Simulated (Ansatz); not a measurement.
# Sb: computed property card

Sb:
```
CELL_PARAMETERS angstrom
     -3.98935     3.98935     3.98935
      3.98935    -3.98935     3.98935
      3.98935     3.98935    -3.98935
ATOMIC_POSITIONS crystal
  Sb 0.00000 0.25000 0.50000
  Sb 0.25000 0.50000 0.00000
  Sb 0.50000 0.00000 0.25000
  Sb 0.25000 0.25000 0.25000
```

Space group I4_132 (No. 214); conventional cell a = b = c = 7.979 Å, α = β = γ = 90.00°.

Method: PBEsol in the plane-wave PAW code Ansatz. The cell and atoms are relaxed at this level. Other levels are named where they apply.

**Cell and energy**

Volume per atom: 63.49 Å³
Density: 3.18 g/cm³

**Electronic structure**

* **Electronic character**: metallic (no gap)
* **Density of states at the Fermi level**: 0.59 states/eV per atom (mean over ±0.08 eV)
* **Gap with spin–orbit coupling**: none (metallic)

**Mechanics**

* **Bulk modulus (Birch–Murnaghan fit)**: 20.8 GPa
* **Pressure derivative B′**: 4.3

**Phonons**

* **Highest zone-centre frequency**: 138 cm⁻¹
* **Zone-centre stability**: unstable, softest mode 51i cm⁻¹

The start of the workflow was typed in or built on a structure type; neither database checked (COD, Materials Project) lists it. It is not the phase usual at ambient conditions (space group No. 166). The cell was relaxed with PBEsol under the symmetry of its start. The volume moved by 64 % from the start of the relaxation. As this level gives no gap, phonon frequencies hold no LO–TO term and depend on the k-mesh and smearing (Fermi–Dirac, 0.1 eV here). Spin–orbit coupling is left out wherever it is not named.

Potentials: the later of the program's two PAW sets.
